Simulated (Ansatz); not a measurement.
TePb:
```xyz
2
Lattice="0.0000 3.2214 3.2214 3.2214 0.0000 3.2214 3.2214 3.2214 0.0000" Properties=species:S:1:pos:R:3 pbc="T T T"
Te     0.0000     0.0000     0.0000
Pb     3.2214     3.2214     3.2214
```

x, y and z are the axes in which the lattice vectors are written.

### Question
Give the high-frequency dielectric tensor and the Born effective charge tensors of the independent atoms from DFPT, the program Ansatz at the PBEsol level (PAW).

### Answer

ε∞:
```
30.4  0.00  0.00
0.00  30.4  0.00
0.00  0.00  30.4
```
Z* of atom 1 (Te), rows: field, columns: displacement, in e:
```
-5.89   0.00   0.00
 0.00  -5.89   0.00
 0.00   0.00  -5.89
```
Z* of atom 2 (Pb), rows: field, columns: displacement, in e:
```
5.89  0.00  0.00
0.00  5.89  0.00
0.00  0.00  5.89
```

Space group Fm-3m (rock salt). The PBEsol relaxation kept the symmetry of its start. Spin–orbit coupling is left out wherever it is not named.

Potentials: the later of the program's two PAW sets.
